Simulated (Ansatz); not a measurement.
Collinear states of Fe3PdC

These are results of Ansatz 0.2.0, DFT PBE, scalar-relativistic, plane waves, PAW, not measurements.

```
Pd C Fe
1.0
     3.85525    0.00000    0.00000
     0.00000    3.85525    0.00000
     0.00000    0.00000    3.85525
Pd C Fe
1 1 3
Direct
  0.00000 0.00000 0.00000
  0.50000 0.50000 0.50000
  0.50000 0.50000 0.00000
  0.50000 0.00000 0.50000
  0.00000 0.50000 0.50000
```

```
plane-wave cutoff                               : 420 eV
Γ-centred k-mesh                                : 10×10×10
occupation rule                                 : Gaussian smearing, 0.1 eV
list of starting moments (μB, in atom order)    : 0 0 3 3 3
check for lower electronic states after the SCF : off
```

All runs keep this geometry, which stands near equilibrium for the lowest state (largest force there 0.000 eV/Å, pressure 0.0 GPa; forces reach 0.33 eV/Å in another state) and needn't be a stable compound; relaxing each order would shift the differences by some 60 meV/atom, going by the pressures and a bulk modulus of about 150 GPa. A propagation vector, in units of the reciprocal vectors, doubles the cell, which takes an equally dense mesh. The large starts are 0 0 4.5 4.5 4.5 μB. The small starts are 0 0 0.5 0.5 0.5 μB. Site moments are spin moments in atom-centred spheres that scale with the neighbour distance. The states are those that the runs reached from these starts; a lower one can exist.

Task: Starts tried: no spin; ferromagnetic; large parallel starting moments; antiferromagnetic, doubled cell, propagation vector (0, 0, 1/2); antiferromagnetic, doubled cell, propagation vector (0, 1/2, 1/2); antiferromagnetic, doubled cell, propagation vector (1/2, 1/2, 1/2); small parallel starting moments. Which state comes out lowest, and what are the moments?

Result: The lowest state is ferromagnetic, reached from the start “ferromagnetic” and the start “large parallel starting moments” and the start “small parallel starting moments”, with site moments (μB) Pd +0.45, C -0.11, Fe +2.25 (×3).

| start | ends | energy above lowest (meV/atom) | site moments (μB) | gap on mesh (eV) | P (GPa) |
| --- | --- | --- | --- | --- | --- |
| no spin | non-magnetic | 215 | none over 0.05 | metal | -15.4 |
| ferromagnetic | ferromagnetic | 0.00 | Pd +0.45, C -0.11, Fe +2.25 (×3) | metal | 0.0 |
| large parallel starting moments | ferromagnetic | 0.00 | Pd +0.45, C -0.11, Fe +2.25 (×3) | metal | 0.0 |
| antiferromagnetic, doubled cell, propagation vector (0, 0, 1/2) | antiferromagnetic | 39.6 | Pd +0.14, C -0.09, Fe +1.87, Fe +2.19 (×2) | metal | -1.5 |
| antiferromagnetic, doubled cell, propagation vector (0, 1/2, 1/2) | antiferromagnetic | 50.8 | Fe +1.99 (×2), Fe +2.15, Fe -1.99 (×2), Fe -2.15 | metal | -1.5 |
| antiferromagnetic, doubled cell, propagation vector (1/2, 1/2, 1/2) | antiferromagnetic | 54.6 | Fe +2.05 (×3), Fe -2.05 (×3) | metal | -1.2 |
| small parallel starting moments | ferromagnetic | 0.00 | Pd +0.45, C -0.11, Fe +2.25 (×3) | metal | 0.0 |

1 further run of this set didn't finish or converge.

Cost: 7 runs of about 14 core-minutes in all, on Arm Neoverse V1 (shared hosts).